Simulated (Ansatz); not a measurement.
BN in space group P6_3mc (No. 186; Pearson symbol hP12) at seven volumes, HSE06 in the plane-wave PAW code Ansatz, shape and atoms relaxed at each. One row is withheld.

```tsv
V (Å³/atom)	P (GPa)
5.294	45.15
5.469	27.95
5.644	?
5.818	0.00
5.993	-11.32
6.167	-21.17
6.342	-29.76
```

Task: Fit the shown pressures and predict the withheld one.

Result: Third-order Birch–Murnaghan: P = (3/2)B₀(x^(7/2) − x^(5/2))[1 + (3/4)(B′ − 4)(x − 1)] with x = (V₀/V)^(2/3). Least squares on the six rows gives V₀ = 5.818 Å³/atom, B₀ = 403.7 GPa, B′ = 3.61. At V = 5.644, x = 1.0204 and P = 12.95 GPa. The run itself gave 13.01 GPa.

The cell is a constructed one: a structure type filled with these elements. Its sites differ from those of the usual phase in this space group: another stacking or structure type. The cell was relaxed with HSE06 under the symmetry of its start; its stability against distortions is not shown here.

Potentials: the later of the program's two PAW sets.
